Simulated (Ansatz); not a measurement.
Total density of states per atom from plane-wave PAW LDA (Ansatz code), in 0.25 eV bins, energy from the Fermi level:

```
E (eV)  states/eV/atom
------  --------------
-7.85             0.00
-7.60             0.00
-7.35             0.00
-7.10             0.15
-6.85             0.31
-6.60             0.47
-6.35             0.70
-6.10             0.63
-5.85             0.55
-5.60             0.47
-5.35             0.28
-5.10             0.19
-4.85             0.29
-4.60             0.35
-4.35             0.41
-4.10             0.44
-3.85             0.49
-3.60             0.57
-3.35             0.74
-3.10             0.73
-2.85             0.72
-2.60             0.72
-2.35             0.72
-2.10             0.73
-1.85             0.74
-1.60             0.77
-1.35             0.50
-1.10             0.19
-0.85             0.23
-0.60             0.27
-0.35             0.32
-0.10             0.40
0.15              0.62
0.40              0.48
0.65              0.36
0.90              0.32
1.15              0.16
1.40              0.04
1.65              0.17
1.90              0.32
2.15              0.64
2.40              0.71
2.65              0.68
2.90              0.67
3.15              0.70
3.40              0.82
3.65              0.78
3.90              0.64
4.15              0.76
4.40              1.04
4.65              0.82
```

### Question
Which of these materials gives this?
A) MgTe, rock salt
B) MgTe, P6_3mc (Mg on 2a, Mg on 2b, Te on 2a, Te on 2b)
C) InTe, rock salt
D) TePtSe, P3m1 (Te on 1a, Pt on 1b, Se on 1c)

### Answer
C, InTe, rock salt. Within 0.5 eV of the Fermi level: Te 5p 41 %, In 5s 34 %, In 5p 21 %. Projections are on Löwdin-orthogonalised atomic valence shells; empty p or d shells of many metals are not among them.

Space group Fm-3m (rock salt). The first step of the workflow began from a Materials Project structure, measured or hypothetical; the Crystallography Open Database files this formula in space group No. 225, but the cells were not matched. Its standing as an ambient phase is unchecked. The cell was relaxed with LDA under the symmetry of its start; its stability against distortions is not shown here. With an odd number of electrons in the cell and no spin polarisation, the count alone makes it a metal. Spin–orbit coupling is left out wherever it is not named.

Potentials: the later of the program's two PAW sets.
